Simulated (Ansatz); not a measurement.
This cell of Au (fcc, Cu type) is off equilibrium:

```
CELL_PARAMETERS angstrom
      0.00000     4.15726     4.15726
      2.07863     0.00000     2.07863
      2.07863     2.07863     0.00000
ATOMIC_POSITIONS crystal
  Au 0.96250 0.02500 0.02500
  Au 0.53750 0.97500 0.97500
```

Computed with PBE (plane waves to 420 eV, PAW, scalar-relativistic; Ansatz, an electronic-structure program). k mesh 19×19×19 (Γ-centred), Fermi-Dirac smearing 0.05 eV. Stress and pressure are positive under compression. With partly filled bands, energies and forces of such displacements shift with the k mesh and the smearing. Au was relaxed with its symmetry unable to fall. Spin-orbit coupling is left out, though Au is heavy. The PAW data are Ansatz's earlier set.

Problem. Predict the force on every atom, in eV/Å.

Solution. 
```
atom      Fx      Fy      Fz
----  ------  ------  ------
Au1   -1.800   1.800   1.800
Au2    1.800  -1.800  -1.800
```

Problem. What is the stress tensor (GPa)?

Solution. 
```
   11.4     -2.2     -2.2
   -2.2     11.4      2.2
   -2.2      2.2     11.4
```
The pressure, a third of the trace, is 11.4 GPa.

(A displaced cell: forces are minus the slopes of the energy, force constants its curvatures, and phonons follow from these.)
